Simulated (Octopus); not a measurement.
SrCl₂ (Fm-3m, No. 225): conduction levels under hydrostatic strain

SrCl₂ (Fm-3m, No. 225), cubic lattice constant 6.999 Å. The cell is a database entry, not relaxed again.

All numbers are Octopus results at the level LDA (grid spacing about 0.18 Å, Γ-centred 4×4×4 k-mesh, Fermi-Dirac smearing of 0.01 eV, no spin polarisation; PseudoDojo 0.4 LDA potentials), not measurements. The cell is scaled uniformly. Energies of the lowest empty band count from each cell's highest valence level among the special points, at X; they are Kohn-Sham values at fixed points of the zone.

```csv
a (Å),ln(V/V₀),Γ (eV),X (eV),L (eV)
6.685,-0.1381,5.376,5.053,6.524
6.755,-0.1069,5.253,5.085,6.518
6.825,-0.0760,?,?,?
6.894,-0.0453,5.014,5.137,6.492
6.964,-0.0150,4.900,5.156,6.473
6.999,0.0000,4.844,5.164,6.461
7.069,0.0299,4.733,5.178,6.434
```

V₀ is the volume of the database cell.

Problem. Fit each column by a quadratic in ln V through the rows shown. Give the volume deformation potentials dE/d ln V at the withheld row, and predict that row.

Solution. Fits: Γ: 4.844 −3.73 x +1.0 x²; X: 5.164 +0.51 x −2.1 x²; L: 6.461 −0.82 x −2.6 x², with x = ln(V/V₀). At x = -0.0760 the slopes are −3.9 eV (Γ), +0.8 eV (X), −0.4 eV (L). Predicted against computed: 5.132 against 5.132 eV, 5.113 against 5.113 eV, 6.508 against 6.508 eV.

The lowest of these levels changes from X to Γ between the rows 6.825 and 6.894.
